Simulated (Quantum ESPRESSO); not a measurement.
Band energies of ZnTe at -1.5 % isotropic strain

```
CELL_PARAMETERS angstrom
      0.00000     2.98666     2.98666
      2.98666     0.00000     2.98666
      2.98666     2.98666     0.00000
ATOMIC_POSITIONS crystal
  Zn 0.50000 0.50000 0.50000
  Te 0.75000 0.75000 0.75000
```

PBEsol (Quantum ESPRESSO, PseudoDojo norm-conserving, 84 Ry, scalar-relativistic); path ΓXWKΓLUWLK,UX; energies in eV from the valence-band maximum.

```
k (1/Å)  point  band 14  band 15  band 16  band 17  band 18  band 19  band 20  band 21
-------  -----  -------  -------  -------  -------  -------  -------  -------  -------
0.00         Γ    -6.86    -6.86     0.00     0.00     0.00     1.46     4.31     4.31
0.32              -6.87    -6.85    -1.74    -0.72    -0.72     2.94     3.59     5.40
0.74              -6.84    -6.82    -4.35    -2.06    -2.06     2.13     2.92     8.34
1.05         X    -6.83    -6.62    -5.34    -2.42    -2.42     2.12     2.13    10.11
1.58         W    -6.88    -6.52    -5.21    -3.14    -2.93     4.73     4.76     5.81
1.95         K    -6.85    -6.56    -5.23    -3.43    -2.02     2.50     4.76     7.86
2.36              -6.87    -6.82    -4.37    -2.77    -0.97     3.27     5.45     5.77
2.66              -6.87    -6.85    -2.65    -1.28    -0.29     2.92     4.50     4.78
3.07         Γ    -6.86    -6.86     0.00     0.00     0.00     1.46     4.31     4.31
3.37              -6.86    -6.86    -2.07    -0.31    -0.31     2.30     4.75     4.75
3.77              -6.85    -6.85    -5.00    -0.91    -0.91     1.88     5.03     5.03
3.98         L    -6.85    -6.69    -5.60    -1.00    -1.00     1.79     4.98     4.98
4.08              -6.85    -6.69    -5.57    -1.28    -1.06     2.07     4.83     5.11
4.51              -6.85    -6.58    -5.20    -3.40    -1.86     2.65     5.35     7.19
4.62         U    -6.85    -6.56    -5.23    -3.43    -2.02     2.50     4.76     7.86
4.87              -6.87    -6.54    -5.21    -3.26    -2.67     3.85     4.83     6.31
4.99         W    -6.88    -6.52    -5.21    -3.14    -2.93     4.73     4.76     5.81
5.27              -6.86    -6.61    -5.22    -3.10    -2.03     3.81     4.50     6.33
5.55              -6.85    -6.68    -5.52    -1.70    -1.18     2.49     4.63     5.38
5.74         L    -6.85    -6.69    -5.60    -1.00    -1.00     1.79     4.98     4.98
5.90              -6.85    -6.68    -5.54    -1.57    -1.13     2.34     4.71     5.26
6.14              -6.85    -6.63    -5.28    -2.96    -1.60     2.87     5.25     6.55
6.38         K    -6.85    -6.56    -5.23    -3.43    -2.02     2.50     4.76     7.86
6.38         U    -6.85    -6.56    -5.23    -3.43    -2.02     2.50     4.76     7.86
6.75         X    -6.83    -6.62    -5.34    -2.42    -2.42     2.12     2.13    10.11
```

The PBEsol gap is direct, 1.46 eV at Γ.

Spin-orbit coupling is left out, which matters for elements this heavy: edges can move by tenths of an eV.

Geometry strained from the cell relaxed with PBEsol, atoms relaxed again.
